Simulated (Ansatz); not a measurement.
Input file for Ansatz (a first-principles code):

Ansatz 0.2 input:
```yaml
crystal:
  lattice:
    - [4.3765148721, 2.7971755857, 0.0]
    - [-4.3765148721, 2.7971755857, 0.0]
    - [-2.430940643, 0.0, 4.4208312614]
  atoms:
    - { symbol: B, position: [0.4918516365, 0.5081483635, 0.8374615376] }
    - { symbol: B, position: [0.5022945866, 0.1758281503, 0.4847021524] }
    - { symbol: B, position: [0.8241718497, 0.4977054134, 0.4847021524] }
    - { symbol: B, position: [0.4938854164, 0.8310118836, 0.5046111207] }
    - { symbol: B, position: [0.1689881164, 0.5061145836, 0.5046111207] }
    - { symbol: B, position: [0.3065665029, 0.6934334971, 0.1805808908] }
    - { symbol: B, position: [0.6900078892, 0.3099921108, 0.8118469736] }
    - { symbol: B, position: [0.3032169811, 0.1881808128, 0.6947852109] }
    - { symbol: B, position: [0.8118191872, 0.6967830189, 0.6947852109] }
    - { symbol: B, position: [0.6960398997, 0.8174386337, 0.2991930974] }
    - { symbol: B, position: [0.1825613663, 0.3039601003, 0.2991930974] }
    - { symbol: B, position: [0.0005241286, 0.9994758714, 0.9890518261] }
    - { symbol: C, position: [0.5030323018, 0.4969676982, 0.1750149537] }
    - { symbol: C, position: [0.1242218991, 0.8757781009, 0.881583538] }
    - { symbol: C, position: [0.8794682386, 0.1205317614, 0.1039571172] }
kpoints:
  mp_grid: { grid: [6, 6, 6] }
hamiltonian:
  xc: r2scan
  pseudopotentials: { kind: paw }
scf:
  occupations: { method: fixed }
phonons:
  method: dfpt
  response_accuracy: low
  eigenvectors: true
  rigid_motions: translations
  dielectric: true
```

Output (shortened):

```
zone centre: on kpoints.mp_grid the ground state, and the responses unless they are solved on pairs of k-points, stand on 112 of the mesh's 216 k-points, …
Pseudopotentials: kind: paw
Pseudopotential: B, paw, valence charge 3
Pseudopotential: C, paw, valence charge 4
Functional definition: r2SCAN
Crystal: 15 atoms, lattice volume = 108.239 Å³
Basis set: ecut = 500 eV, 2751 PW (Γ), exchange–correlation on 200×200×200 points (125 copies of the dense FFT grid, shifted against one another)
Bands: 39, of which v1, the nominal top of the filled ones, is band 24 counted from 1 (23 counted from 0)
Symmetry: 2 space group operations
k-points: 112 of 216 (irreducible under 1 space group operation, time reversal used)
PAW frozen core: B, regenerated for the run's functional
PAW frozen core: C, regenerated for the run's functional
Initial wavefunctions: pseudopotential atomic-orbital guess
Eigensolver: davidson
Functional: x = r2scan, c = r2scan; τ floored in thin density (d = 2e-4 eV/Å³)
all-band conjugate gradients solve this SCF's bands
SCF 1 converged in 9 iterations: F = -2635.557351 eV  dr2 = 2.52e-11
── the response to a field inside a basis, on 6×6×6 k-points: an SCF that follows is theirs, and a resumed run solves both again ──
Crystal: 15 atoms, lattice volume = 108.239 Å³
Bands: 25, of which v1, the nominal top of the filled ones, is band 24 counted from 1 (23 counted from 0)
k-points: 63 of 216 (time reversal used)
Initial density: handed on by an earlier stage of this run
Initial wavefunctions: pseudopotential atomic-orbital guess (no wavefunctions were taken with the density)
Eigensolver: Dense (63 Hₖ)
all-band conjugate gradients don't solve this SCF's bands (scf.eigensolver.kind)
SCF 1 converged in 3 iterations: F = -2635.476377 eV  dr2 = 8.00e-8
phonon interpolation: 4 periodic images of 4 blocks of the force constants (a block to an ordered pair of atoms and a translation) lie up to 2.34e-3 Å farther …
SCF converged after 9 iterations
Free energy (F): -2635.557351 eV
Harris-Foulkes:  -2635.557351 eV  (|F-HF|=0.00e0)
Internal energy: -2635.557351 eV  (E = F + TS)
E sigma→0 (E₀):  -2635.557351 eV
Fermi energy:    8.228764 eV
--- Per-component energies (eV) ---
  E_band       = 82.553059
  E_kinetic    = 868.998365
  E_local      = -667.378325  (includes V_loc(G=0)·N_el)
  E_nonlocal   = 214.982319
  E_hartree    = 191.249175
  E_xc         = -522.999381
  E_vxc        = -697.084966  (∫ρ·V_xc dr)
  E_paw        = -1263.234764  (= ΣΔE_a)
  E_vpaw       = -53.658526  (= ΣTr[D̂ρ^β])
  E_aug_tail   = -0.000004  (compensation charges beyond the density's cutoff)
  E_vtau       = 34.195874  (kinetic-family band-sum trace: ∫τ·v_τ [+ j·A + Jᵃ·Aᵃ] dr)
  E_ewald      = -1456.879111
  E_core_change = -0.295626  (= ΣΔE_core)
  E_smearing   =  0.000000  (= −TS)
  E_closure    =  0.000000  (closes the sum)
  Σ components = -2635.557351   (vs F -2635.557351, Δ=0.00e0)
--- Band table (eV; the first three rows and the last of 112) ---
  k-point 0: bands = ["-8.8998", "-5.6293", "-4.7161", "-3.5249", "-2.8508", "-2.4007", "-0.9107", "-0.0851", "0.3045", "0.9621", "0.9778", "2.0206", "2.2888", "2.4080", "2.5908", "4.9437", "5.4089", "5.8622", "6.4016", "6.5040", "7.1139", "7.1887", "7.4568", …
  k-point 1: bands = ["-8.7737", "-5.8608", "-4.8193", "-3.7702", "-2.8680", "-2.3935", "-0.4361", "0.1523", "0.4483", "0.4769", "1.0957", "1.4755", "3.0322", "3.0703", "3.2660", "4.3911", "4.9534", "5.7439", "6.1232", "6.5270", "6.9294", "7.1244", "7.3193", …
  k-point 2: bands = ["-8.4380", "-6.4612", "-4.9564", "-4.0800", "-2.8874", "-2.2737", "-0.3286", "-0.1938", "0.8900", "0.9074", "1.5543", "2.3133", "2.6925", "3.5430", "3.9210", "4.6168", "4.6508", "5.4123", "5.6470", "5.8330", "6.5497", "7.0401", "7.0864", …
  k-point 111: bands = ["-8.1986", "-6.3311", "-5.1567", "-4.2082", "-3.1372", "-2.9334", "-1.0908", "-0.8336", "0.9341", "1.7383", "2.1471", "2.8076", "3.0552", "4.2714", "4.2958", "5.0338", "5.1148", "5.2506", "5.8712", "6.5472", "6.9625", "7.1402", …
  band table: 39 of 39 bands, residual norms ≤ 1.0e-3 eV
--- Phonons (Γ-DFPT): 33 representative perturbations + reference, on 112 of 216 k-points (Σ response iterations 230) ---
  k mesh reduced under 1 symmetry operation, with k and −k counted as one. Each operation leaves every solved perturbation unchanged …
  ASR residual: 4.831e-4 → 0.000e0 eV/Å²; symmetrization residual: 2.379e-5 eV/Å²
  ASR residual per site (eV/Å²): 3.20e-5 1.18e-4 1.18e-4 1.49e-4 1.49e-4 2.57e-4 1.89e-4 2.09e-4 2.09e-4 6.89e-5 6.89e-5 8.85e-5 4.83e-4 4.48e-4 2.76e-4
  Γ frequencies (cm⁻¹): 0.00 0.00 0.00 390.59 424.51 443.81 474.72 491.61 498.86 514.37 533.67 541.07 556.01 569.80 594.09 624.55 693.91 702.35 719.47 721.78 728.56 735.85 736.15 765.95 784.21 804.81 808.42 817.57 839.76 839.82 853.64 864.52 866.63 886.93 …
  ε∞ (high-frequency dielectric tensor):
        6.832664     0.000000    -0.066933
        0.000000     6.814630     0.000000
       -0.066933     0.000000     6.677509
  ε⁰ (static dielectric tensor: ions relaxed, cell fixed):
        7.253638     0.000000    -0.002589
        0.000000     8.193074     0.000000
       -0.002589     0.000000     8.006073
  ε⁰ − ε∞ (ionic part):
        0.420974     0.000000     0.064344
        0.000000     1.378445     0.000000
        0.064344     0.000000     1.328564
  softest optical mode at Γ: 390.59 cm⁻¹; the repairs (sum rule, projections) moved no ω² at Γ by more than (6.44 cm⁻¹)²
  Born effective charges Z* (e; rows j = field, columns β = displacement):
    site 0:
         0.23524    0.00000   -0.31804
         0.00000   -0.06101    0.00000
        -0.40430    0.00000    0.83005
    site 1:
         0.29290   -0.31842   -0.11056
        -0.29988    0.02883   -0.06957
        -0.01514   -0.14025   -0.11925
    site 2:
         0.29290    0.31842   -0.11056
         0.29988    0.02883    0.06957
        -0.01514    0.14025   -0.11925
    site 3:
         0.02115   -0.26324   -0.06729
        -0.25615   -0.21612   -0.05191
         0.03926   -0.11922   -0.40243
    site 4:
         0.02115    0.26324   -0.06729
         0.25615   -0.21612    0.05191
         0.03926    0.11922   -0.40243
    site 5:
         0.56354    0.00000    0.72129
         0.00000   -0.12164    0.00000
         0.43850    0.00000    1.04008
    site 6:
         0.29710    0.00000    0.75188
         0.00000   -0.29603    0.00000
         0.49247    0.00000    0.68789
    site 7:
        -0.31425   -0.03107   -0.04930
        -0.29065    0.70174   -0.51457
         0.09843   -0.57423    0.06766
    site 8:
        -0.31425    0.03107   -0.04930
         0.29065    0.70174    0.51457
         0.09843    0.57423    0.06766
    site 9:
        -0.03679   -0.01394   -0.13854
        -0.19446    1.03478   -0.59875
         0.01969   -0.59231    0.42116
    site 10:
        -0.03679    0.01394   -0.13854
         0.19446    1.03478    0.59875
         0.01969    0.59231    0.42116
    site 11:
         3.05821    0.00000   -0.81839
         0.00000    1.95876    0.00000
        -0.70154    0.00000    2.16920
    site 12:
        -0.66398    0.00000    0.28220
         0.00000   -0.66107    0.00000
         0.14609    0.00000   -0.80658
    site 13:
        -1.64905    0.00000    0.03316
         0.00000   -1.98126    0.00000
        -0.23651    0.00000   -1.92764
    site 14:
        -1.76710    0.00000    0.07927
         0.00000   -1.93623    0.00000
        -0.01920    0.00000   -1.92729
  Z* charge neutrality: 6.506e-3 e pre-enforcement
  solved inside a basis spanned on kpoints, on 6×6×6 k-points, its susceptibility summed on 10×10×10: ε∞ is read to err by 2.4e-2, Z* by 1.4e-2 e (field_mesh …
  optical modes at Γ without the LO–TO term, one row a degenerate level:
      ω (cm⁻¹)  modes    IR ((D/Å)²/amu)
        390.59      1             5.6228
        424.51      1             6.7783
        443.81      1             0.2993
        474.72      1             0.0743
        491.61      1             0.1645
        498.86      1             0.1352
        514.37      1             0.0823
        533.67      1             0.1113
        541.07      1             0.1051
        556.01      1             0.1657
        569.80      1             0.0285
        594.09      1             0.9558
        624.55      1             0.7372
        693.91      1             0.2968
        702.35      1             0.0039
        719.47      1             0.0904
        721.78      1             4.4794
        728.56      1             0.2851
        735.85      1             0.8927
        736.15      1             0.0202
        765.95      1             0.0570
        784.21      1             1.4201
        804.81      1             0.0348
        808.42      1             0.0084
        817.57      1             0.0588
        839.76      1             0.4860
        839.82      1             0.1293
        853.64      1             0.8734
        864.52      1             0.1235
        866.63      1             1.1837
        886.93      1             1.0959
        965.26      1             1.3472
        999.83      1             0.4426
       1034.87      1             2.1662
       1049.43      1             0.4869
       1067.90      1             1.0556
       1068.35      1            15.3287
       1089.04      1             4.9633
       1095.22      1             3.1954
       1108.55      1            16.5345
       1131.91      1             4.4067
       1619.92      1            34.3155
  optical modes at Γ + LO–TO along q̂ = [1.0000, 0.0000, 0.0000]:
      ω (cm⁻¹)  modes    IR ((D/Å)²/amu)
        390.73      1             5.6097
        424.51      1             6.7783
        444.32      1             0.2874
        474.72      1             0.0743
        491.61      1             0.1646
        498.86      1             0.1352
        514.37      1             0.0823
        533.68      1             0.1115
        541.07      1             0.1051
        556.14      1             0.1571
        569.80      1             0.0285
        594.09      1             0.9558
        624.55      1             0.7372
        694.43      1             0.2517
        702.35      1             0.0039
        719.59      1             0.0832
        721.78      1             4.4794
        728.60      1             0.2780
        735.87      1             0.8939
        736.15      1             0.0202
        766.05      1             0.0471
        784.43      1             1.4169
        804.81      1             0.0348
        808.42      1             0.0084
        817.65      1             0.0477
        839.76      1             0.4860
        839.85      1             0.1290
        853.64      1             0.8734
        864.52      1             0.1235
        867.16      1             1.0480
        888.53      1             0.9715
        966.35      1             1.2305
       1000.31      1             0.3906
       1036.76      1             2.1955
       1049.43      1             0.4869
       1068.35      1            15.3287
       1068.62      1             0.7623
       1089.04      1             4.9633
       1097.36      1             2.0177
       1109.43      1            17.0542
       1132.63      1             5.2284
       1647.18      1            34.9610
  optical modes at Γ + LO–TO along q̂ = [0.0000, 1.0000, 0.0000]:
      ω (cm⁻¹)  modes    IR ((D/Å)²/amu)
        390.59      1             5.6228
        443.81      1             0.2993
        444.21      1             5.1077
        475.03      1             0.1396
        491.61      1             0.1645
        499.31      1             0.1780
        514.63      1             0.1023
        533.67      1             0.1113
        541.36      1             0.1120
        556.01      1             0.1657
        569.87      1             0.0271
        594.09      1             0.9558
        626.11      1             0.6178
        693.91      1             0.2968
        702.35      1             0.0017
        719.47      1             0.0904
        728.56      1             0.2851
        730.25      1             3.9793
        735.85      1             0.8927
        736.24      1             0.1051
        765.95      1             0.0570
        784.21      1             1.4201
        804.87      1             0.0330
        808.43      1             0.0081
        817.57      1             0.0588
        839.82      1             0.1293
        840.49      1             0.3726
        855.11      1             0.8582
        864.75      1             0.1579
        866.63      1             1.1837
        886.93      1             1.0959
        965.26      1             1.3472
        999.83      1             0.4426
       1034.87      1             2.1662
       1049.73      1             0.0967
       1067.90      1             1.0556
       1080.49      1             3.2240
       1095.22      1             3.1954
       1105.70      1            19.6282
       1108.55      1            16.5345
       1131.91      1             4.4067
       1619.92      1            34.3155
  optical modes at Γ + LO–TO along q̂ = [0.0000, 0.0000, 1.0000]:
      ω (cm⁻¹)  modes    IR ((D/Å)²/amu)
        408.81      1             4.3432
        424.51      1             6.7783
        444.38      1             0.4021
        474.72      1             0.0743
        492.13      1             0.1830
        498.86      1             0.1352
        514.37      1             0.0823
        533.95      1             0.1072
        541.07      1             0.1051
        556.29      1             0.1532
        569.80      1             0.0285
        596.40      1             0.9054
        624.55      1             0.7372
        693.95      1             0.2918
        702.35      1             0.0039
        719.51      1             0.0828
        721.78      1             4.4794
        728.96      1             0.1603
        736.15      1             0.0202
        737.54      1             0.8022
        765.95      1             0.0562
        786.52      1             1.3177
        804.81      1             0.0348
        808.42      1             0.0084
        817.59      1             0.0564
        839.76      1             0.4860
        839.98      1             0.1186
        853.64      1             0.8734
        864.52      1             0.1235
        867.91      1             1.0439
        886.99      1             1.1067
        965.96      1             1.2246
        999.91      1             0.4339
       1035.58      1             2.0605
       1049.43      1             0.4869
       1068.32      1             0.6036
       1068.35      1            15.3287
       1089.04      1             4.9633
       1095.94      1             1.4811
       1123.09      1             4.6227
       1145.99      1            20.1629
       1623.68      1            34.5729
```

Cost: around 100 core-minutes (rough) on shared cores.

Space group Cm. The first step of the workflow began from a Materials Project structure, measured or hypothetical; the Crystallography Open Database copy checked does not list it. Its standing as an ambient phase is unchecked. Symmetry was held in the r²SCAN relaxation; of distortions, only those at the zone centre were tested.

Potentials: the later of the program's two PAW sets.

Ansatz is a plane-wave DFT program.
